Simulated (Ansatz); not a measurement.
Relaxed Y (hcp, Mg type):

```xyz
2
Lattice="3.6557 0.0000 0.0000 -1.8278 3.1659 0.0000 0.0000 0.0000 5.6788" Properties=species:S:1:pos:R:3 pbc="T T T"
Y      0.0000     2.1106     4.2591
Y      1.8278     1.0553     1.4197
```

A phonon eigenvector at Γ is frozen into this cell: atom i moves by Q times the vector below, so Q is the largest atomic displacement, in Å. The cell is held. It is one choice among 2 degenerate patterns.

| atom | x | y | z |
|---|---|---|---|
| Y1 | 0.000 | 1.000 | 0.000 |
| Y2 | 0.000 | -1.000 | 0.000 |

Computed with PBE (plane waves to 420 eV, PAW, scalar-relativistic; Ansatz, an electronic-structure program). k mesh 15×15×8 (Γ-centred), Fermi-Dirac smearing 0.05 eV. E stands for the smeared free energy. With partly filled bands, energies and forces of such displacements shift with the k mesh and the smearing. The PAW data are Ansatz's earlier set. Y is run without spin polarisation. Y was relaxed with its symmetry unable to fall. The zero of ΔE is the undisplaced structure.

Question: What ΔE (eV/cell) does the calculation give at Q (Å) = -0.180, -0.150, -0.120, -0.060, -0.030, 0.090, 0.150, 0.180?

Answer: 
```json
[
 {"Q (Å)": "-0.180", "ΔE (eV/cell)": "0.071"},
 {"Q (Å)": "-0.150", "ΔE (eV/cell)": "0.051"},
 {"Q (Å)": "-0.120", "ΔE (eV/cell)": "0.034"},
 {"Q (Å)": "-0.060", "ΔE (eV/cell)": "0.009"},
 {"Q (Å)": "-0.030", "ΔE (eV/cell)": "0.002"},
 {"Q (Å)": "0.090", "ΔE (eV/cell)": "0.022"},
 {"Q (Å)": "0.150", "ΔE (eV/cell)": "0.060"},
 {"Q (Å)": "0.180", "ΔE (eV/cell)": "0.086"}
]
```

(For displaced atoms, the force is minus the slope of the energy, and its curvature is a force constant, which sets phonon frequencies.)
